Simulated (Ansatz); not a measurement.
Starting cell, Al (fcc, Cu type):

```yaml
crystal:
  lattice:
    - [3.99072, 0.00000, 0.00000]
    - [0.00000, 3.99072, 0.00000]
    - [0.00000, 0.00000, 3.99072]
  atoms:
    - { symbol: Al, position: [0.00000, 0.00000, 0.00000] }
    - { symbol: Al, position: [0.50000, 0.50000, 0.00000] }
    - { symbol: Al, position: [0.50000, 0.00000, 0.50000] }
    - { symbol: Al, position: [0.00000, 0.50000, 0.50000] }
```

In this cell atom 1 (Al, nearest neighbour Al at 2.822 Å; its periodic images, 4.0 Å or more away, move with it) is moved by s along Cartesian x, unit vector (1.000, 0.000, 0.000); all other atoms and the cell stay fixed.

Calculation: r2SCAN (plane waves to 500 eV, PAW, scalar-relativistic; Ansatz, a first-principles code). k mesh 9×9×9 (Γ-centred), Fermi-Dirac smearing 0.05 eV. Energies are smeared free energies. With partly filled bands, energies and forces of such displacements shift with the k mesh and the smearing. On this mesh the relaxed cell isn't quite at rest: it carries a pressure of 0.3 GPa (compression positive) at the zero of the scan. Al was relaxed with its symmetry unable to fall. The PAW data are Ansatz's earlier set. ΔE is measured from the undisplaced structure. The last digit holds for this mesh only.

```
s (Å)   ΔE (meV/cell)
------  -------------
-0.280          218.3
-0.224          139.0
-0.168           77.9
-0.112       withheld
-0.056            8.6
0.000             0.0
0.056             8.6
0.112        withheld
0.168            77.9
0.224           139.0
0.280           218.3
```

Fit an even polynomial form (powers 2, 4) to the given rows and predict ΔE at s = 0.112.

Least squares on the 9 given rows: ΔE = (2746)·s² + (494.3)·s⁴, in meV/cell with s in Å; root-mean-square residual 0.02 meV/cell. At 0.112 the fit gives 34.5 meV/cell; the calculation gives 34.5 meV/cell, the same to the digits shown. The quadratic term alone would give 34.4 meV/cell.

(A displaced cell: forces are minus the slopes of the energy, force constants its curvatures, and phonons follow from these.)
